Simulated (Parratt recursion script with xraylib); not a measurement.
# X-ray reflectivity of Ga2O3 on Si at several surface roughnesses

```
layer, from the top  thickness (Å)  density (g/cm³)  rms roughness of its top face (Å)  δ (10⁻⁶)  β (10⁻⁶)
-------------------  -------------  ---------------  ---------------------------------  --------  --------
Ga2O3                          400            6.227                             varied     17.80    0.3744
Si (substrate)                   –            2.313                                1.5     7.525    0.1803
```

The refractive index is n = 1 − δ + iβ. Vacuum lies above.

Densities are inputs, not measurements. They were set from computed cells of the Materials Project: Ga2O3 from entry mp-1243 (R-3c, 6.42 g/cm³, taken at 97 %); Si from entry mp-149 (Fd-3m, 2.313 g/cm³). A layer's crystal structure does not enter its constants, only its composition and density.

Model: specular X-ray reflectivity, Parratt recursion, Névot-Croce roughness, xraylib tables. Program: Parratt recursion script with xraylib 4.3.0.

Photon energy 8.048 keV (λ = 1.5406 Å), s polarisation. The grazing angle θ is scanned from 0.05° to 2° in 900 evenly spaced points, and the curve is smoothed with a Gaussian of 0.004° full width. A maximum is a scan point above both neighbours; its place and height come from a parabola through R at the three points.

The table follows two fringe maxima, those next to orders 8.5 and 17.5 of m = (2d/λ)(sin²θ − 2δ)^½, through runs that differ in the roughness σ₁ of the film surface alone.

```
σ₁ (Å)  θ of the first (°)  R there  θ of the second (°)      R there
------  ------------------  -------  -------------------  -----------
2.7                  0.996  0.00211                1.960  9.61 × 10⁻⁵
4                    0.996  0.00191                1.960  6.64 × 10⁻⁵
10                   0.995        ?                1.951            ?
```

Q: Estimate the two heights for σ₁ = 10 Å.

A: At a maximum the amplitudes from the film's two faces add: R ≈ (|r₁|g₁ + |r₂|g₂A)². Here q₀ = 4π sin θ/λ, qⱼ = (q₀² − 32π²δⱼ/λ²)^½ (1 film, 2 substrate), |r₁| = |q₀² − q₁²|/(q₀ + q₁)², |r₂| = |q₁² − q₂²|/(q₁ + q₂)² with the numerators taken from the constants, g₁ = exp(−q₀q₁σ₁²/2), g₂ = exp(−q₁q₂σ₂²/2), and A = exp(−16π²β₁d/(λ²q₁)) for absorption in the film.

Check on a shown row, σ₁ = 4 Å, second maximum: q₀ = 0.2790, q₁ = 0.2747, q₂ = 0.2772 Å⁻¹; |r₁| = 0.00773, |r₂| = 0.00449; g₁ = 0.542, g₂ = 0.918, A = 0.964; R ≈ 6.66 × 10⁻⁵ against 6.64 × 10⁻⁵ in the table.

- σ₁ = 10 Å, first maximum: q₀ = 0.1416, q₁ = 0.1330, q₂ = 0.1380 Å⁻¹; |r₁| = 0.0314, |r₂| = 0.0186; g₁ = 0.390, g₂ = 0.980, A = 0.928; R ≈ 8.50 × 10⁻⁴.
- σ₁ = 10 Å, second maximum: q₀ = 0.2777, q₁ = 0.2734, q₂ = 0.2759 Å⁻¹; |r₁| = 0.00780, |r₂| = 0.00453; g₁ = 0.0225, g₂ = 0.919, A = 0.964; R ≈ 1.75 × 10⁻⁵.

The run gave 8.40 × 10⁻⁴ and 1.73 × 10⁻⁵; the estimates are 1.01 and 1.01 times these.
